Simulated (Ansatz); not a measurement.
SnP$_{3}$ (space group R-3m)

```
SnP3
1.0
    3.69085     2.13092     3.42683
   -3.69085     2.13092     3.42683
    0.00000    -4.26183     3.42683
Sn P
2 6
Direct
  0.74220   0.74220   0.74220
  0.25780   0.25780   0.25780
  0.20552   0.20552   0.74742
  0.79448   0.79448   0.25258
  0.74742   0.20552   0.20552
  0.25258   0.79448   0.79448
  0.20552   0.74742   0.20552
  0.79448   0.25258   0.79448
```

The slice is a (-1 0 1 2) plane (indices of the conventional cell) through the point (0.794, 0.794, 0.253) (fractional), spanned by u = [100] and v = [0 1 -1] in vectors of this cell: u (5.47 Å) and v (7.38 Å, at 90° to u). It covers one period; positions are fractions (u, v).

These are PBEsol (plane waves to 420 eV, PAW, scalar-relativistic; Ansatz, a program for electronic structure) values and carry that method's errors. k mesh 9×9×9. These are valence fields of a PAW run, semicore shells included where kept as valence: close to a nucleus they are smooth pseudo fields. SnP3 was relaxed with its symmetry unable to fall.

Predict the map of the electrostatic potential energy of an electron, from the cell's mean on the slice.


```tsv
v \ u	0.00	0.13	0.27	0.40	0.53	0.67	0.80	0.93
0.90	x	<0.0	1.3	x	2.1	8.2	6.0	x
0.80	6.3	7.1	7.5	7.2	8.1	8.7	8.2	6.8
0.70	7.0	7.4	7.9	8.0	8.4	8.7	8.2	7.2
0.60	0.2	4.6	5.3	2.0	6.1	8.5	7.5	2.2
0.50	x	x	x	x	x	7.5	2.8	x
0.40	x	x	<0.0	x	<0.0	7.4	3.3	x
0.30	2.4	5.4	6.0	3.8	6.1	7.9	7.3	3.6
0.20	5.4	6.8	7.2	6.3	7.0	8.0	7.6	5.8
0.10	x	<0.0	1.3	x	1.6	7.7	5.5	x
0.00	x	x	x	x	x	7.2	1.6	x
```

Values: electrostatic potential energy of an electron, from the cell's mean, in eV. Points within 0.9 Å of a nucleus are blanked (x), as the pseudised field means little there. Values under 0 eV are set to 0. The zero, the cell's mean, hangs on the PAW cores.
